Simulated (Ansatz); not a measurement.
KTaO$_{3}$:
```
KTaO3
1.0
    3.99013     0.00000     0.00000
    0.00000     3.99013     0.00000
    0.00000     0.00000     3.99013
K Ta O
1 1 3
Direct
  0.00000   0.00000   0.00000
  0.50000   0.50000   0.50000
  0.00000   0.50000   0.50000
  0.50000   0.50000   0.00000
  0.50000   0.00000   0.50000
```

r²SCAN in the plane-wave PAW code Ansatz gives a gap of 2.63 eV without spin–orbit coupling, maximum at R, minimum at Γ.

Q: What happens when spin–orbit coupling is switched on?

A: The gap falls by 0.15 eV, to 2.48 eV; maximum at R, minimum at Γ.

Q: Give the electron effective mass with spin–orbit coupling, band 1 of 2 at the edge.

A: 0.78 along [100], 0.54 along [110], 0.44 along [111] (mₑ).

Q: Give the electron effective mass with spin–orbit coupling, band 2 of 2 at the edge.

A: 0.28 along [100], 0.33 along [110], 0.38 along [111] (mₑ).

Space group Pm-3m (cubic perovskite). Symmetry was held in the r²SCAN relaxation. No spin polarisation was allowed.

Potentials: the later of the program's two PAW sets.
